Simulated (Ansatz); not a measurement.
AlAs (zinc blende)

```
CELL_PARAMETERS angstrom
      0.00000     2.83713     2.83713
      2.83713     0.00000     2.83713
      2.83713     2.83713     0.00000
ATOMIC_POSITIONS crystal
  As 0.75000 0.75000 0.75000
  Al 0.00000 0.00000 0.00000
```

Equation-of-state scan: isotropic scaling of the cell above, V₀ being its volume. Symmetry pins the atoms to their sites.

These are PBEsol (plane waves to 420 eV, PAW, scalar-relativistic; Ansatz, a program for electronic structure) values and carry that method's errors. k mesh 10×10×10 (Γ-centred), Fermi-Dirac smearing 0.05 eV. Energies are smeared free energies. AlAs was relaxed with its symmetry unable to fall. The PAW data are Ansatz's earlier set. The zero of ΔE is the relaxed starting cell.

| V (Å³/atom) | ΔE (meV/atom) |
|---|---|
| 19.183 | 178.2 |
| 19.792 | 117.4 |
| 20.401 | 71.4 |
| 21.010 | 38.2 |
| 21.619 | 16.2 |
| 22.228 | 3.9 |
| 22.837 | 0.0 |
| 23.446 | 3.5 |
| 24.055 | 13.3 |
| 24.664 | 28.7 |
| 25.273 | 48.8 |
| 25.882 | 73.1 |
| 26.491 | 101.0 |

### Question
What is the fitted pressure derivative B₀′?

### Answer
4.2.

### Question
What bulk modulus B₀ follows from a third-order Birch-Murnaghan fit?

### Answer
71.9 GPa. Check by three points about V = 22.837 Å³/atom, step 0.609: d²E/dV² ≈ (3.9 − 2·0.0 + 3.5) meV / 0.609² = 0.0199 eV/Å⁶, and V·d²E/dV² × 160.2 = 73.0 GPa.

(A scan under strain: stresses follow from slopes of the energy per volume, elastic moduli from its curvatures.)
